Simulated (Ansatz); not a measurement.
Starting cell, TiB₂ (AlB2 type, space group P6/mmm):

```xyz
3
Lattice="3.0249 0.0000 0.0000 -1.5124 2.6196 0.0000 0.0000 0.0000 3.2238" Properties=species:S:1:pos:R:3 pbc="T T T"
Ti     0.0000     0.0000     0.0000
B      0.0000     1.7464     1.6119
B      1.5124     0.8732     1.6119
```

Scan: atom 3 (B, nearest neighbour B at 1.746 Å; its periodic images, 3.0 Å or more away, move with it) is displaced along Cartesian [111], direction (0.577, 0.577, 0.577) in Cartesian axes, by s. The other atoms stay.

Computed with r2SCAN (plane waves to 500 eV, PAW, scalar-relativistic; Ansatz, a program for electronic structure). k mesh 14×14×12 (Γ-centred), Fermi-Dirac smearing 0.05 eV. The energy includes the smearing's −TS. With partly filled bands, energies and forces of such displacements shift with the k mesh and the smearing. The PAW data are Ansatz's earlier set. TiB2 is run without spin polarisation. TiB2 was relaxed with its symmetry unable to fall. ΔE is measured from the undisplaced structure. The last digit holds for this mesh only.

| s (Å) | ΔE (meV/cell) |
|---|---|
| -0.520 | 2081.4 |
| -0.416 | 1325.1 |
| -0.312 | 747.2 |
| -0.208 | withheld |
| -0.104 | 85.7 |
| 0.000 | 0.0 |
| 0.104 | 90.8 |
| 0.208 | 377.1 |
| 0.312 | 885.5 |
| 0.416 | 1640.0 |
| 0.520 | 2658.1 |

Task: Fit a polynomial form (powers 2, 3, 4) to the given rows and predict ΔE at s = -0.208.

Result: Least squares on the 10 given rows: ΔE = (8193)·s² + (2086)·s³ + (2118)·s⁴, in meV/cell with s in Å; root-mean-square residual 4.80 meV/cell. At -0.208 the fit gives 339.7 meV/cell; the calculation gives 335.4 meV/cell, so the interpolation is off by 4.3 (+1.3 %). The quadratic term alone would give 354.5 meV/cell.

(A displaced cell: forces are minus the slopes of the energy, force constants its curvatures, and phonons follow from these.)
